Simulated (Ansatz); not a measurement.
Ca3SbP:
```xyz
5
Lattice="5.3728 0.0000 0.0000 0.0000 5.3728 0.0000 0.0000 0.0000 5.3728" Properties=species:S:1:pos:R:3 pbc="T T T"
Ca     0.0000     2.6864     2.6864
Ca     2.6864     0.0000     2.6864
Ca     2.6864     2.6864     0.0000
Sb     0.0000     0.0000     0.0000
P      2.6864     2.6864     2.6864
```

r²SCAN (plane waves, PAW; program Ansatz) gives a gap of 1.04 eV without spin–orbit coupling, maximum at Γ, minimum at Γ.

Q: What happens when spin–orbit coupling is switched on?

A: The gap shrinks by 0.14 eV, to 0.90 eV; maximum at Γ, minimum at Γ.

Q: How large is the spin–orbit splitting of the valence top at Γ?

A: The fourfold level lies 0.42 eV above the split-off pair.

Q: Give the electron effective mass with spin–orbit coupling, band 1 of 2 at the edge.

A: 0.90 along [100], 0.45 along [110], 0.31 along [111] (mₑ).

Q: Give the electron effective mass with spin–orbit coupling, band 2 of 2 at the edge.

A: 0.18 along [100], 0.22 along [110], 0.27 along [111] (mₑ).

Q: Give the hole effective mass with spin–orbit coupling, band 1 of 2 at the edge.

A: 0.28 along [100], 0.28 along [110], 0.29 along [111] (mₑ).

Q: Give the hole effective mass with spin–orbit coupling, band 2 of 2 at the edge.

A: 0.10 along [100], 0.10 along [110], 0.10 along [111] (mₑ).

Space group Pm-3m (anti-perovskite). The workflow started from a Materials Project entry (that database holds measured and hypothetical structures alike); the Crystallography Open Database copy checked does not list it. Whether it is the stable phase at ambient conditions was not checked. The r²SCAN relaxation kept the symmetry of its start; of distortions, only those at the zone centre were tested, and some modes there are weakly imaginary.

Potentials: the later of the program's two PAW sets.
